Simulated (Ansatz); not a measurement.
GaP (rock salt, Fm-3m) under volume change, PBEsol in the plane-wave PAW code Ansatz, scaled uniformly.

```
V (Å³/atom)  E − E(relaxed) (meV/atom)     P (GPa)
-----------  -------------------------  ----------
14.975                      (withheld)  (withheld)
15.468                      (withheld)  (withheld)
15.962                             4.9        3.27
16.456                             0.0        0.00
16.949                             4.4       -2.76
17.443                            16.6       -5.09
17.937                            35.4       -7.05
```

**Question.** Fill in the missing entries.

**Answer.** 
- 14.975, E − E(relaxed) (meV/atom): 49.6
- 14.975, P (GPa): 11.70
- 15.468, E − E(relaxed) (meV/atom): 20.8
- 15.468, P (GPa): 7.13

**Question.** What does a third-order Birch–Murnaghan fit give for V₀, B₀ and B′?

**Answer.** V₀ = 16.46 Å³/atom, B₀ = 99.8 GPa, B′ = 4.6.

The start of the workflow was typed in or built on a structure type; neither database checked (COD, Materials Project) lists it. It is not the phase usual at ambient conditions (space group No. 216). Symmetry was held in the PBEsol relaxation; of distortions, only those at the zone centre were tested. Scalar-relativistic: spin–orbit coupling is off unless named, which matters more the heavier the elements.

Potentials: the later of the program's two PAW sets.
